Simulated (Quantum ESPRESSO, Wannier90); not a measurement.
Tight-binding from DFT: ZrO2 (anatase)

```xyz
6
Lattice="0.0000 -4.0152 0.0000 4.0152 0.0000 0.0000 -2.0076 2.0076 5.3459" Properties=species:S:1:pos:R:3 pbc="T T T"
Zr     0.0000     0.0000     0.0000
Zr     0.0000     2.0076     2.6729
O      0.0000     0.0000    -2.1556
O      0.0000     2.0076     0.5174
O      2.0076     0.0000    -0.5174
O      0.0000     0.0000     2.1556
```

Materials Project entry mp-754403; symmetrised, unrelaxed at this level. Not found in the COD (Crystallography Open Database) copy used, which has the formula in other groups; not checked further. Computed values, not measurements, from PBEsol: Quantum ESPRESSO (norm-conserving PseudoDojo potentials, cutoff 68 Ry, no spin polarisation, no spin-orbit coupling) on a Γ-centred 6×6×6 mesh, then Wannier90. Density: 8×8×8 mesh, cold smearing 0.01 Ry.

Bands 3-8 form an isolated set from -25.53 to -24.72 eV relative to the valence-band maximum (on the path) and are turned into 6 Wannier functions by minimising the spread from the start: atomic waves Zr 4p.

**Question.** Where do the functions sit, how wide are they and what are they made of?

**Answer.** 
```csv
functions,spread (Å²),"nearest atom, distance (Å)","second atom, distance (Å)",weight on atomic waves
6,0.71,Zr 0.01,O 2.07,Zr 4p 94 %
```

Ω_I = 4.27 Å², Ω_total = 4.28 Å²; the interpolated bands follow pw.x to 0.0 meV rms on the path. Only this start was tried; a symmetric start can stop on a saddle, and mixtures of these functions could lower the total by at most Ω_total − Ω_I.
